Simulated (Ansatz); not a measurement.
The relaxed structure here is a generated cell of CoSn3: the first start was made by placing the elements on the sites of a structure type, and the end was not matched to a known phase here, so it may be hypothetical.

The start is a generated cell, CoSn3 built in the AFLOW prototype AB3_oC8_65_a_bf (L1_3, as in CdPt3). The cell and all atomic positions are relaxed at zero pressure with PBE (plane waves to 420 eV, PAW, scalar-relativistic; Ansatz, an electronic-structure program). The first steps use a coarse 7×7×10 k-mesh.

The start:
```
CoSn3
1.0
    3.14018    -4.24740     0.00000
    3.14018     4.24740     0.00000
    0.00000     0.00000     3.09941
Co Sn
1 3
Direct
  0.00000   0.00000   0.00000
  0.50000   0.50000   0.00000
  0.00000   0.50000   0.50000
  0.50000   0.00000   0.50000
```
Spin-polarised start, with parallel moments on Co.

### Question
How large is the pressure on the unrelaxed cell, and of which sign?

### Answer
+6.6 GPa (positive: the cell is compressed).

### Question
By how much does the energy per atom fall from start to end?

### Answer
0.06 eV/atom.

### Question
How does the volume change?

### Answer
+9.1 %, from 20.67 to 22.55 Å³/atom.

### Question
How do the shortest distances between atoms change?

### Answer
The closest pairs of elements (up to four, under 3.6 Å), start → end: Co–Sn 3.06 → 3.09 Å; Sn–Sn 3.06 → 3.09 Å; Co–Co 3.10 → 3.51 Å.

### Question
What magnetic moments remain?

### Answer
Net 0.35 μB/atom, ferromagnetic.

### Question
What does it relax into? Give the structure.

### Answer

```cif
data_Co2Sn6
_chemical_formula_sum 'Co2 Sn6'
_space_group_name_H-M_alt 'Cmmm'
_space_group_IT_number 65
_space_group_name_Hall '-C 2 2'
_cell_length_a 6.18011
_cell_length_b 8.32900
_cell_length_c 3.50519
_cell_angle_alpha 90.000
_cell_angle_beta 90.000
_cell_angle_gamma 90.000
loop_
_space_group_symop_operation_xyz
  'x, y, z'
  '-x, -y, -z'
  '-x, -y, z'
  'x, y, -z'
  'x, -y, -z'
  '-x, y, z'
  '-x, y, -z'
  'x, -y, z'
  'x+1/2, y+1/2, z'
  '-x+1/2, -y+1/2, -z'
  '-x+1/2, -y+1/2, z'
  'x+1/2, y+1/2, -z'
  'x+1/2, -y+1/2, -z'
  '-x+1/2, y+1/2, z'
  '-x+1/2, y+1/2, -z'
  'x+1/2, -y+1/2, z'
loop_
_atom_site_label
_atom_site_type_symbol
_atom_site_symmetry_multiplicity
_atom_site_Wyckoff_symbol
_atom_site_fract_x
_atom_site_fract_y
_atom_site_fract_z
_atom_site_occupancy
Co1 Co 2 a 0.00000 0.00000 0.00000 1
Sn1 Sn 2 b 0.00000 0.50000 0.00000 1
Sn2 Sn 4 f 0.25000 0.25000 0.50000 1
```
(The calculation used a cell of 4 atoms; values per cell refer to that cell.)

The space group stays Cmmm (No. 65) (the run could not lower it); the end is AFLOW prototype AB3_oC8_65_a_bf (L1_3, as in CdPt3), with 4 atoms in the primitive magnetic cell. Final values are on a 10×10×13 k-mesh of the relaxed cell. Spin state reached: ferromagnetic (net 0.35 μB/atom), from parallel starting moments; other spin orders were not run from this start.

The run could not lose the symmetry of its start, so the end can be a saddle point.

All atoms sit on sites fixed by symmetry, so only the cell could relax.
